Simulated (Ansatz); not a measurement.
GaN:
Space group Fm-3m (No. 225); a = 4.2199 Å, b = 4.2199 Å, c = 4.2199 Å, α = 90.00°, β = 90.00°, γ = 90.00°

| atom | site | symmetry | x | y | z |
|---|---|---|---|---|---|
| Ga | 4a | m-3m | 0.0000 | 0.0000 | 0.0000 |
| N | 4b | m-3m | 0.5000 | 0.5000 | 0.5000 |
(The calculation used a cell of 2 atoms; values per cell refer to that cell.)

Relaxed with PBEsol. PBEsol in the plane-wave PAW code Ansatz gives a gap of 0.54 eV.

What gap does HSE06 give on the same cell (Ansatz, PAW)?

1.88 eV, 1.34 eV more. The hybrid was solved on a coarser mesh and at special points; the gap given is the minimum over both.

```
k  v1 PBEsol  c1 PBEsol  v1 HSE06  c1 HSE06
-  ---------  ---------  --------  --------
Γ      -0.54       2.27       ___       ___
X      -3.11       0.54     -3.30      1.88
L      -0.18       4.60       ___       ___
W      -4.70       5.11       ___       ___
K      -2.17       3.13       ___       ___
```

Top valence (v1) and lowest conduction level (c1) in eV from each method's valence maximum (which need not be a listed point): supply the withheld HSE06 values.


- Γ, v1 HSE06: -0.54
- Γ, c1 HSE06: 3.58
- K, v1 HSE06: -2.31
- K, c1 HSE06: 4.54
- W, v1 HSE06: -4.81
- W, c1 HSE06: 6.64
- L, v1 HSE06: -0.22
- L, c1 HSE06: 5.94

Cost on shared cores: the PBEsol run (SCF on a 11×11×11 mesh, then bands and DOS) around 7 core-seconds (rough), the HSE06 run (SCF on 8×8×8, then a few points) very roughly 70 core-seconds; the tasks are unlike.

This is a known high-pressure phase of the composition, computed here at zero pressure and temperature. Symmetry was held in the PBEsol relaxation; whether a distortion lowers the energy is not shown. Spin–orbit coupling is left out wherever it is not named.

Potentials: the earlier of the program's two PAW sets. The files were generated under PBE; for other functionals the program regenerates the frozen cores, and for LDA and PBEsol the local potential too.
